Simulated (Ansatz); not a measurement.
MgB3N3 in space group C2 (No. 5; Pearson symbol mS28), r²SCAN in the plane-wave PAW code Ansatz. The conduction-band minimum lies at Y2, with 1 equivalent valley. Second derivatives d²E/dk² of the lowest band at one valley (eV·Å²), along Cartesian directions:

| direction | d²E/dk² |
|---|---|
| [100] | 60.14 |
| [010] | 7.637 |
| [001] | 0.7248 |
| [110] | 33.70 |
| [101] | 31.91 |
| [011] | 4.179 |

### Question
Find the principal effective masses, the density-of-states mass and the conductivity mass.

### Answer
Off-diagonal terms follow from H_xy = H[110] − (H_xx + H_yy)/2, and m*/mₑ = 7.620 eV·Å² over each eigenvalue: 0.13, 1.00, 11. One valley's DOS mass (m₁m₂m₃)^(1/3) = 1.1, conductivity mass 3/(Σ 1/mᵢ) = 0.33 mₑ.

### Question
What effective density of states Nc follows at 300 K for parabolic valleys?

### Answer
Nc = 2.509e19 × 1 × (1.1)^(3/2) ≈ 2.9e19 cm⁻³.

The start of the workflow was typed in or built on a structure type; neither database checked (COD, Materials Project) lists it. Its standing as an ambient phase is unchecked. The cell was relaxed with r²SCAN under the symmetry of its start; whether a distortion lowers the energy is not shown. The volume moved by 110 % from the start of the relaxation.

Potentials: the earlier of the program's two PAW sets.

Edges and masses are those of Kohn–Sham bands, whose gap is no quasiparticle gap.
